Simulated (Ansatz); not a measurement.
Input file for Ansatz (a quantum-chemistry and plane-wave program):

Ansatz 0.2 input:
```yaml
crystal:
  lattice:
    - [0.0, 4.310002638, 4.310002638]
    - [4.310002638, 0.0, 4.310002638]
    - [4.310002638, 4.310002638, 0.0]
  atoms:
    - { symbol: Ti, position: [0.3560294701, 0.88132351, 0.88132351] }
    - { symbol: Ti, position: [0.36867649, 0.36867649, 0.8939705299] }
    - { symbol: Ti, position: [0.88132351, 0.3560294701, 0.88132351] }
    - { symbol: Ti, position: [0.36867649, 0.36867649, 0.36867649] }
    - { symbol: Ti, position: [0.88132351, 0.88132351, 0.88132351] }
    - { symbol: Ti, position: [0.36867649, 0.8939705299, 0.36867649] }
    - { symbol: Ti, position: [0.88132351, 0.88132351, 0.3560294701] }
    - { symbol: Ti, position: [0.8939705299, 0.36867649, 0.36867649] }
    - { symbol: C, position: [0.125, 0.125, 0.125] }
    - { symbol: C, position: [0.625, 0.125, 0.125] }
    - { symbol: C, position: [0.125, 0.125, 0.625] }
    - { symbol: C, position: [0.125, 0.625, 0.125] }
kpoints:
  mp_grid: { grid: [8, 8, 8] }
hamiltonian:
  xc: r2scan
  pseudopotentials: { kind: paw }
scf:
  occupations: { method: fermi_dirac, width: 0.1 }
phonons:
  method: dfpt
  response_accuracy: low
  eigenvectors: true
  rigid_motions: translations
```

Output (shortened):

```
Pseudopotential: Ti, paw, valence charge 12
Pseudopotential: C, paw, valence charge 4
Functional definition: r2SCAN
Crystal: 12 atoms, lattice volume = 160.126 Å³
Basis set: ecut = 500 eV, 4015 PW (Γ), exchange–correlation on 240×240×240 points (125 copies of the dense FFT grid, shifted against one another)
Bands: 68, of which v1, the nominal top of the filled ones, is band 56 counted from 1 (55 counted from 0)
Symmetry: 48 space group operations
k-points: 150 of 512 (irreducible under 2 space group operations, time reversal used)
SCF iter   1: F=—  HF=-21050.629301 eV  |F-HF|=—  |Δ(HF+E_count)|=         —  Δρ=1.68e-2  dr2=4.89e-1  dr2_τ=7.02e-1  ethr=1.77e-3  ⟨swp⟩=5.5  Hψ=39953  notcnv=0
preconditioner: auto → Kerker (q_TF=auto, 2.570 Å⁻¹)
SCF iter   2: F=—  HF=-21050.805340 eV  |F-HF|=—  |Δ(HF+E_count)|=   1.76e-1  Δρ=4.79e-3  dr2=2.84e-2  dr2_τ=7.90e-3  ethr=4.36e-4  ⟨swp⟩=3.2  Hψ=22085  notcnv=0
SCF iter   3: F=—  HF=-21050.808903 eV  |F-HF|=—  |Δ(HF+E_count)|=   3.56e-3  Δρ=2.47e-3  dr2=5.78e-3  dr2_τ=5.16e-4  ethr=2.53e-5  ⟨swp⟩=2.0  Hψ=13248  notcnv=0
SCF iter   4: F=—  HF=-21050.812467 eV  |F-HF|=—  |Δ(HF+E_count)|=   3.56e-3  Δρ=6.03e-4  dr2=7.40e-4  dr2_τ=3.73e-5  ethr=5.16e-6  ⟨swp⟩=2.0  Hψ=13831  notcnv=0
SCF iter   5: F=—  HF=-21050.812501 eV  |F-HF|=—  |Δ(HF+E_count)|=   3.43e-5  Δρ=1.79e-4  dr2=7.38e-5  dr2_τ=1.07e-6  ethr=6.61e-7  ⟨swp⟩=2.0  Hψ=13164  notcnv=0
SCF iter   6: F=—  HF=-21050.812512 eV  |F-HF|=—  |Δ(HF+E_count)|=   1.15e-5  Δρ=5.39e-5  dr2=6.66e-6  dr2_τ=2.78e-7  ethr=6.59e-8  ⟨swp⟩=2.0  Hψ=13831  notcnv=0
SCF iter   7: F=—  HF=-21050.812391 eV  |F-HF|=—  |Δ(HF+E_count)|=   1.22e-4  Δρ=1.62e-5  dr2=5.98e-7  dr2_τ=1.17e-8  ethr=5.95e-9  ⟨swp⟩=2.0  Hψ=13887  notcnv=0
SCF iter   8: F=—  HF=-21050.812391 eV  |F-HF|=—  |Δ(HF+E_count)|=   1.13e-8  Δρ=2.34e-6  dr2=9.84e-9  dr2_τ=2.23e-10  ethr=5.34e-10  ⟨swp⟩=2.0  Hψ=14125  notcnv=0
SCF iter  11: F=-21050.812391 eV  HF=-21050.812391 eV  |F-HF|=1.09e-11  |Δ(HF+E_count)|=  1.09e-11  Δρ=5.76e-8  dr2=6.63e-12  dr2_τ=4.87e-13  ethr=1.00e-12  ⟨swp⟩=6.2  Hψ=40075  notcnv=0
SCF 1 converged in 11 iterations: F = -21050.812391 eV  dr2 = 6.63e-12
DFPT response loops at Γ: preconditioner auto → Kerker (q_TF=auto, 2.570 Å⁻¹) (partly filled bands, converged f_vac=0.000) …
SCF converged after 11 iterations
Free energy (F): -21050.812391 eV
Harris-Foulkes:  -21050.812391 eV  (|F-HF|=1.09e-11)
Internal energy: -21050.641948 eV  (E = F + TS)
E sigma→0 (E₀):  -21050.727169 eV
Entropy (-TS):   -0.170443 eV (-14.204 meV/atom)
Fermi energy:    13.135033 eV
--- Per-component energies (eV) ---
  E_band       = -1315.530861
  E_kinetic    = 2543.007075
  E_local      = -7269.003387  (includes V_loc(G=0)·N_el)
  E_nonlocal   = 152.814030
  E_hartree    = 2981.624043
  E_xc         = -940.431859
  E_vxc        = -1334.170326  (∫ρ·V_xc dr)
  E_paw        = -8851.370817  (= ΣΔE_a)
  E_vpaw       = -1458.271619  (= ΣTr[D̂ρ^β])
  E_aug_tail   = 0.000759  (compensation charges beyond the density's cutoff)
  E_vtau       = 86.844631  (kinetic-family band-sum trace: ∫τ·v_τ [+ j·A + Jᵃ·Aᵃ] dr)
  E_ewald      = -9665.155040
  E_core_change = -2.126752  (= ΣΔE_core)
  E_smearing   = -0.170443  (= −TS)
  E_closure    = 0.000000  (closes the sum)
  Σ components = -21050.812391   (vs F -21050.812391, Δ=0.00e0)
  [band-id]    e_kinetic+e_local+e_nonlocal+2·e_hartree+e_vxc+e_vpaw+e_augmentation_tail+e_vtau = -1315.530750   (vs E_band -1315.530861, Δ=1.11e-4)
--- Band table (eV; the first three rows and the last of 150) ---
  k-point 0: bands = ["-46.0373", "-45.9605", "-45.9495", "-45.9495", "-45.9495", "-45.9243", "-45.9243", "-45.9243", "-21.5198", "-21.4993", "-21.4993", "-21.4993", "-21.4689", "-21.4305", "-21.4305", "-21.1640", "-21.1640", "-21.1640", "-21.1376", …
  k-point 1: bands = ["-46.0345", "-45.9616", "-45.9510", "-45.9486", "-45.9486", "-45.9253", "-45.9253", "-45.9245", "-21.5111", "-21.4916", "-21.4916", "-21.4858", "-21.4595", "-21.4213", "-21.4213", "-21.1713", "-21.1646", "-21.1646", "-21.1415", …
  k-point 2: bands = ["-46.0268", "-45.9673", "-45.9524", "-45.9459", "-45.9459", "-45.9280", "-45.9280", "-45.9253", "-21.4893", "-21.4711", "-21.4711", "-21.4578", "-21.4233", "-21.3976", "-21.3976", "-21.1911", "-21.1736", "-21.1736", "-21.1434", …
  k-point 149: bands = ["-46.0091", "-45.9847", "-45.9513", "-45.9370", "-45.9370", "-45.9369", "-45.9369", "-45.9269", "-21.4438", "-21.4400", "-21.4340", "-21.4340", "-21.3617", "-21.3617", "-21.2886", "-21.2683", "-21.1746", "-21.1746", "-21.1692", …
--- Phonons (Γ-DFPT): 2 representative perturbations + reference, on 150 of 512 k-points (Σ response iterations 20) ---
  ASR residual: 1.142e-3 → 0.000e0 eV/Å²; symmetrization residual: 1.527e-5 eV/Å²
  ASR residual per site (eV/Å²): 1.14e-3 1.14e-3 1.14e-3 1.14e-3 1.14e-3 1.14e-3 1.14e-3 1.14e-3 3.21e-4 3.21e-4 3.21e-4 3.21e-4
  Γ frequencies (cm⁻¹): 0.00 0.00 0.00 222.92 222.92 222.92 242.50 242.50 242.50 246.03 246.03 246.03 257.11 257.11 265.23 265.23 275.42 275.42 275.42 329.30 342.96 342.96 342.96 361.82 582.24 582.24 582.24 601.03 601.03 601.03 620.27 620.27 696.37 696.37 696.37 720.84
  non-analytic LO–TO correction: not included (Born effective charges unavailable; polar crystals: no LO–TO splitting at Γ)
```

Cost: around 60 core-minutes (rough) on shared cores.

Space group Fd-3m. The first step of the workflow began from a Materials Project structure, measured or hypothetical; the Crystallography Open Database copy checked does not list it. Whether it is the stable phase at ambient conditions was not checked. Symmetry was held in the r²SCAN relaxation; of distortions, only those at the zone centre were tested. No spin polarisation was allowed. As this level gives no gap, phonon frequencies hold no LO–TO term and depend on the k-mesh and smearing (Fermi–Dirac, 0.1 eV here).

Potentials: the later of the program's two PAW sets.

Ansatz is a plane-wave DFT program.
